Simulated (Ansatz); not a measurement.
Mo:
```
Mo
1.0
    4.65660     0.00000     0.00000
   -2.32830     4.03273     0.00000
    0.00000     0.00000     2.54565
Mo
3
Direct
  0.00000   0.00000   0.00000
  0.66667   0.33333   0.50000
  0.33333   0.66667   0.50000
```

Relaxed with r²SCAN. Special points in fractions of this cell's reciprocal vectors: Γ (0.000, 0.000, 0.000); M (0.500, 0.000, 0.000); K (0.333, 0.333, 0.000); A (0.000, 0.000, 0.500); L (0.500, 0.000, 0.500); H (0.333, 0.333, 0.500).

Q: List the band energies nearest the Fermi level at these points for the program Ansatz at the r²SCAN level (PAW).

A: In eV from the Fermi level; about four levels below and three above (degenerate sets whole), none deeper than 8.9 eV; points with the same levels are listed once.

| k | below | above |
|---|---|---|
| Γ | -2.28 -2.28 -0.53 -0.53 | 1.99 1.99 2.07 2.07 |
| M | -3.27 -2.78 -2.35 -2.29 | 1.03 1.11 2.09 |
| K | -3.14 -1.11 -0.90 -0.90 | 1.70 1.70 1.76 |
| A | -2.83 -1.58 -1.20 -1.20 | 0.14 0.14 2.56 2.56 |
| L | -2.11 -1.88 -0.24 -0.19 | 1.22 1.24 2.24 |
| H | -0.92 -0.92 -0.19 -0.19 -0.03 | 3.53 3.89 4.22 |

Space group P6/mmm. The start of the workflow was typed in or built on a structure type; neither database checked (COD, Materials Project) lists it. It is not the phase usual at ambient conditions (space group No. 229). The r²SCAN relaxation kept the symmetry of its start. At this level the phase is mechanically unstable. No spin polarisation was allowed. Scalar-relativistic: spin–orbit coupling is off unless named, which matters more the heavier the elements.

Potentials: the earlier of the program's two PAW sets.
